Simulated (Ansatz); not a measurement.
LuSi2 in space group P6/mmm (No. 191; Lu on 1a, Si on 2d) at seven volumes, plane-wave PAW LDA (Ansatz code), shape and atoms relaxed at each. One row is withheld.

```json
[
 {"V (Å³/atom)": "15.470", "P (GPa)": "?"},
 {"V (Å³/atom)": "15.980", "P (GPa)": "7.07"},
 {"V (Å³/atom)": "16.490", "P (GPa)": "3.19"},
 {"V (Å³/atom)": "17.000", "P (GPa)": "0.00"},
 {"V (Å³/atom)": "17.510", "P (GPa)": "-2.67"},
 {"V (Å³/atom)": "18.020", "P (GPa)": "-5.02"},
 {"V (Å³/atom)": "18.530", "P (GPa)": "-7.08"}
]
```

Problem. Fit the shown pressures and predict the withheld one.

Solution. P = (3/2)B₀(x^(7/2) − x^(5/2))[1 + (3/4)(B′ − 4)(x − 1)] with x = (V₀/V)^(2/3). Least squares on the six rows gives V₀ = 17.004 Å³/atom, B₀ = 98.9 GPa, B′ = 4.38. At V = 15.470, x = 1.0651 and P = 11.51 GPa. The run itself gave 11.66 GPa.

The workflow started from an entry of the Crystallography Open Database (COD). Whether it is the stable phase at ambient conditions was not checked. The cell was relaxed with LDA under the symmetry of its start. At this level the phase is mechanically unstable. Scalar-relativistic: spin–orbit coupling is off unless named, which matters more the heavier the elements.

Potentials: the later of the program's two PAW sets.
